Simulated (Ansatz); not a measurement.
Ta$_{3}$N$_{5}$:
```cif
data_N10Ta6
_chemical_formula_sum 'Ta6 N10'
_space_group_name_H-M_alt 'P 1'
_space_group_IT_number 1
_cell_length_a 5.48343
_cell_length_b 5.48343
_cell_length_c 10.29560
_cell_angle_alpha 90.000
_cell_angle_beta 90.000
_cell_angle_gamma 138.641
loop_
_space_group_symop_operation_xyz
  'x, y, z'
loop_
_atom_site_label
_atom_site_type_symbol
_atom_site_fract_x
_atom_site_fract_y
_atom_site_fract_z
_atom_site_occupancy
Ta1 Ta 0.19678 0.80322 0.25000 1
Ta2 Ta 0.80322 0.19678 0.75000 1
Ta3 Ta 0.86666 0.13334 0.44004 1
Ta4 Ta 0.13334 0.86666 0.55996 1
Ta5 Ta 0.13334 0.86666 0.94004 1
Ta6 Ta 0.86666 0.13334 0.05996 1
N1 N 0.04698 0.95302 0.38124 1
N2 N 0.95302 0.04698 0.61876 1
N3 N 0.95302 0.04698 0.88124 1
N4 N 0.04698 0.95302 0.11876 1
N5 N 0.69206 0.30794 0.57407 1
N6 N 0.30794 0.69206 0.42593 1
N7 N 0.30794 0.69206 0.07407 1
N8 N 0.69206 0.30794 0.92593 1
N9 N 0.23699 0.76301 0.75000 1
N10 N 0.76301 0.23699 0.25000 1
```

Relaxed with r²SCAN. DFT-r²SCAN in the program Ansatz with PAW potentials gives a gap of 1.59 eV.

**Question.** What gap does HSE06 give on the same cell (Ansatz, PAW)?

**Answer.** 2.26 eV, 0.67 eV more. The hybrid was solved on a coarser mesh and at special points; its gap is the smallest among all of these.

Cost on shared cores: the r²SCAN run (SCF on a 8×8×3 mesh, then bands and DOS) around 10 core-minutes (rough), the HSE06 run (SCF on 5×5×2, then a few points) about 8 core-minutes (a rough figure); the tasks are unlike.

Space group Cmcm. The workflow started from a Materials Project entry (that database holds measured and hypothetical structures alike); the Crystallography Open Database files this formula in space group No. 63, but the cells were not matched. Whether it is the stable phase at ambient conditions was not checked. Symmetry was held in the r²SCAN relaxation; its stability against distortions is not shown here. The run is not spin-polarised. Spin–orbit coupling is left out wherever it is not named.

Potentials: the later of the program's two PAW sets.
